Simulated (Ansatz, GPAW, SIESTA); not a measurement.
Sn3Se: programs and potentials compared

```
CELL_PARAMETERS angstrom
0.00000 3.73314 3.73314
3.73314 0.00000 3.73314
3.73314 3.73314 0.00000
ATOMIC_POSITIONS crystal
Sn 0.50000 0.50000 0.50000
Sn 0.75000 0.75000 0.75000
Sn 0.25000 0.25000 0.25000
Se 0.00000 0.00000 0.00000
```

The cell comes from a database or a generator and needn't be the stable form of this composition.

Alike in all runs: task band structure; functional PBE; k mesh 6 × 6 × 6; occupations fermi-dirac, width 0.05 eV; no spin polarisation; no spin-orbit coupling. Pressure is positive in compression and, in plane waves, holds the error of the finite cutoff, which Ansatz's Pulay term estimates and takes out.

| program and potentials | plane-wave cutoff (eV) | notes | pressure (GPa) |
| --- | --- | --- | --- |
| Ansatz, Ansatz PAW | 420 | 14.5 valence electrons an atom on average; Pulay term of +0.03 GPa included | -0.20 |
| GPAW, GPAW PAW data sets (gpaw-data 1.2.1) | 600 | 12 valence electrons an atom on average | ? |
| SIESTA, files PseudoDojo sr-pbe-0.4.1-standard, DZP (energy shift 0.003 Ry; two zetas on semicore shells) | - | atomic basis; 14.5 valence electrons an atom on average | 0.80 |
| Ansatz, all-electron LAPW, scalar-relativistic | - | - | -0.20 |

Q: Estimate from the other rows what the run with GPAW, GPAW PAW data sets (gpaw-data 1.2.1) gave.

A: Pressure -0.43 GPa. The other rows, which needn't bracket it: pressure -0.20 to 0.80.
